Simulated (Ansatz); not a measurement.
ZrSeS:
```cif
data_SSeZr
_chemical_formula_sum 'Zr1 Se1 S1'
_space_group_name_H-M_alt 'P 1'
_space_group_IT_number 1
_cell_length_a 3.64680
_cell_length_b 3.64680
_cell_length_c 5.81575
_cell_angle_alpha 90.000
_cell_angle_beta 90.000
_cell_angle_gamma 120.000
loop_
_space_group_symop_operation_xyz
  'x, y, z'
loop_
_atom_site_label
_atom_site_type_symbol
_atom_site_fract_x
_atom_site_fract_y
_atom_site_fract_z
_atom_site_occupancy
Zr1 Zr 0.00000 0.00000 0.01335 1
Se1 Se 0.66667 0.33333 0.73302 1
S1 S 0.33333 0.66667 0.25363 1
```

Relaxed with LDA.

Task: Give the optical modes at the zone centre with their infrared activity from DFPT, LDA in the plane-wave PAW code Ansatz.

Result: Transverse frequencies, without the LO–TO term; a row sums one degenerate level.

| ω (cm⁻¹) | degeneracy | IR ((D/Å)²/amu) | activity | symmetry |
|---|---|---|---|---|
| 119 | 2 | 34.27 | IR | E |
| 226 | 2 | 21.10 | IR | E |
| 234 | 1 | 0.28 | IR | A1 |
| 311 | 1 | 2.09 | IR | A1 |

Task: How high does the top mode go among those that the LO–TO term moves?

Result: 295 cm⁻¹ for q along x, 295 cm⁻¹ for q along y, 323 cm⁻¹ for q along z.

Space group P3m1. The workflow started from a Materials Project entry (that database holds measured and hypothetical structures alike); the Crystallography Open Database copy checked does not list it. With Se and S taken as one species the cell has the higher symmetry P-3m1, so it may be an ordered model of a mixed-site phase. Its standing as an ambient phase is unchecked. Symmetry was held in the LDA relaxation; whether a distortion lowers the energy is not shown. No spin polarisation was allowed. A crystal of weakly bound layers computed without a dispersion correction: the cell and the soft elastic constants depend strongly on that.

Potentials: the later of the program's two PAW sets.
